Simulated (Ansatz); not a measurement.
ZnCu (CsCl type)

```
ZnCu
1.0
    5.83761     0.00000     0.00000
    0.00000     2.91880     0.00000
    0.00000     0.00000     2.91880
Zn Cu
2 2
Direct
  0.00000   0.00000   0.00000
  0.50000   0.00000   0.00000
  0.25000   0.50000   0.50000
  0.75000   0.50000   0.50000
```

The atoms are displaced by Q × the pattern below (from a DFPT mode at X = (0.5, 0.0, 0.0), largest move 1; Q in Å), at fixed cell. (q is in reciprocal vectors of the primitive cell; the cell shown is doubled to hold the pattern.)

```json
[
 {"atom": "Cu3", "x": "1.000", "y": "0.000", "z": "0.000"},
 {"atom": "Cu4", "x": "-1.000", "y": "0.000", "z": "0.000"}
]
```

Atoms not listed stay in place.

Method: r2SCAN (plane waves to 500 eV, PAW, scalar-relativistic; Ansatz, an electronic-structure program). k mesh 8×16×16 (Γ-centred), Fermi-Dirac smearing 0.05 eV. With partly filled bands, energies and forces of such displacements shift with the k mesh and the smearing. ZnCu is run without spin polarisation. ZnCu was relaxed with its symmetry unable to fall. 

```json
[
 {"Q (Å)": "-0.100", "−dE/dQ from forces (eV/Å)": "1.269"},
 {"Q (Å)": "-0.083", "−dE/dQ from forces (eV/Å)": "1.042"},
 {"Q (Å)": "-0.067", "−dE/dQ from forces (eV/Å)": "0.823"},
 {"Q (Å)": "-0.050", "−dE/dQ from forces (eV/Å)": "0.611"},
 {"Q (Å)": "-0.033", "−dE/dQ from forces (eV/Å)": "0.404"},
 {"Q (Å)": "-0.017", "−dE/dQ from forces (eV/Å)": "0.201"},
 {"Q (Å)": "0.000", "−dE/dQ from forces (eV/Å)": "0.000"},
 {"Q (Å)": "0.017", "−dE/dQ from forces (eV/Å)": "-0.201"},
 {"Q (Å)": "0.033", "−dE/dQ from forces (eV/Å)": "-0.404"},
 {"Q (Å)": "0.050", "−dE/dQ from forces (eV/Å)": "-0.611"},
 {"Q (Å)": "0.067", "−dE/dQ from forces (eV/Å)": "-0.823"},
 {"Q (Å)": "0.083", "−dE/dQ from forces (eV/Å)": "-1.042"},
 {"Q (Å)": "0.100", "−dE/dQ from forces (eV/Å)": "-1.269"}
]
```

What harmonic wavenumber does the curvature at Q = 0 give?

161 cm⁻¹. E″ = 12.04 eV/Å², M = Σ mᵢ|uᵢ|² = 127.1 u, ν̃ = 521.5·√(|E″|/M).

(For displaced atoms, the force is minus the slope of the energy, and its curvature is a force constant, which sets phonon frequencies.)
